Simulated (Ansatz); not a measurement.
**BiPd: do energies and stresses tell the same story?**

Level of theory: Ansatz, DFT r2SCAN, scalar-relativistic, plane waves, PAW.

Cutoff 500 eV; k points 12×12×8 on the computed 4-atom cell (Γ-centred); Gaussian smearing, width 0.10 eV; no spin polarisation.

Relaxed cell: P6_3/mmc, a = 4.264 Å, b = 4.264 Å, c = 5.751 Å, α = 90.00°, β = 90.00°, γ = 120.00°, 4 atoms in the primitive cell. Whether it is the stable form of this composition wasn't checked.

Energies at zero smearing and pressures from the stress tensor, at volumes with shape and atoms relaxed:
```
V (Å³/atom) E − E(first) (meV/atom) P (GPa)
     19.922                     0.00    17.50
     20.601                   -61.90    11.87
     21.280                  -102.01     7.18
     21.959                  -123.91     3.26
     22.639                  -130.66     0.01
     23.318                  -124.80    -2.71
     23.997                  -108.39    -4.98
     24.902                   -72.99    -7.43
```

Check P = −dE/dV between neighbouring volumes, and get the bulk modulus from the pressures alone.

With 1 eV/Å³ = 160.2 GPa:
```csv
middle V (Å³/atom),−ΔE/ΔV (GPa),mean P (GPa)
20.262,14.603,14.686
20.941,9.462,9.521
21.620,5.165,5.220
22.299,1.592,1.637
22.978,-1.381,-1.349
23.657,-3.873,-3.844
24.450,-6.263,-6.207
```

The two differ by 0.08 GPa at most. The mean of two end pressures misses the average over a step by about ΔV² P″/12, up to 0.09 GPa here; with that taken off 0.01 GPa remains. Around V = 22.639 Å³/atom, the two neighbours give B = −V ΔP/ΔV = 22.639 × 5.97 / 1.358 = 99.5 GPa, against B0 = 99.1 GPa from the Birch–Murnaghan fit of the energies.

Spin–orbit coupling is left out, which can shift energies with elements as heavy as these.

Cost: 9 runs of about 20 core-minutes in all, on Arm Neoverse V1 (shared hosts).